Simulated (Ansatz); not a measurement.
**One structure type, 3 elements: Na4AlZnP3O12, Na4ZnGaP3O12, Na4YZnP3O12**

All values are calculated (Ansatz; DFT, PBE, plane waves and PAW, scalar-relativistic, 420 eV cutoff), not measured. The cells come from the Materials Project (computed, not necessarily observed phases), with the atoms as given. Forces reach 0.3 eV/Å in them. Spin–orbit coupling is left out. All compounds take space group R3c with the same Wyckoff sites and nearly the same cell shape, and differ in the element M (Al, Ga, Y). Sites are named by their Wyckoff letter. V_zz in 10²¹ V/m².

```json
{"M": "Al", "compound": "Na4AlZnP3O12", "source": "MP", "cell edges (Å)": "8.889, 21.528", "first shell of P on b": "4 O at 1.53–1.58 Å", "P on b: V_zz (η)": "-1.66 (0.81)", "Zn on a: V_zz (η)": "3.81 (0.00)", "Na on b: V_zz (η)": "-1.12 (0.32)"}
{"M": "Ga", "compound": "Na4ZnGaP3O12", "source": "MP", "cell edges (Å)": "8.988, 21.547", "first shell of P on b": "4 O at 1.53–1.58 Å", "P on b: V_zz (η)": "?", "Zn on a: V_zz (η)": "?", "Na on b: V_zz (η)": "?"}
{"M": "Y", "compound": "Na4YZnP3O12", "source": "MP", "cell edges (Å)": "9.299, 22.623", "first shell of P on b": "4 O at 1.55–1.56 Å", "P on b: V_zz (η)": "0.83 (0.74)", "Zn on a: V_zz (η)": "2.72 (0.00)", "Na on b: V_zz (η)": "-0.70 (0.72)"}
```

(1) Estimate the values withheld for Na4ZnGaP3O12.

## Answers

(1) P on b: -1.61 (0.95); Zn on a: 4.19 (0.00); Na on b: -1.02 (0.31). Where η is near 1 the sign of V_zz means little.
